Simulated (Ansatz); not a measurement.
Input:

TlBr:
```yaml
crystal:
  lattice:
    - [2.39576, 1.38319, 3.91409]
    - [-2.39576, 1.38319, 3.91409]
    - [0.00000, -2.76639, 3.91409]
  atoms:
    - { symbol: Tl, position: [0.00000, 0.00000, 0.00000] }
    - { symbol: Br, position: [0.50000, 0.50000, 0.50000] }
```

This is the PBE+D3(BJ)-relaxed structure.

Task: All from DFT-PBE+D3(BJ) in the program Ansatz with PAW potentials, unless another level is named. Predict the highest zone-centre frequency (without LO–TO term).

Result: 5.6 meV.

Task: What about the zero-point energy?

Result: 8.7 meV/atom.

Task: Next, the vibrational entropy at 300 K?

Result: 64.5 J/(K·mol of atoms).

Space group Fm-3m (rock salt). The cell is a constructed one: a structure type filled with these elements; the Crystallography Open Database copy checked does not list it. COD files the formula under space group No. 221, so this cell is another polymorph or a model. Its standing as an ambient phase is unchecked. Symmetry was held in the PBE+D3(BJ) relaxation; phonons on a q-mesh show no instability. Scalar-relativistic: spin–orbit coupling is off unless named, which matters more the heavier the elements.

Potentials: the later of the program's two PAW sets.
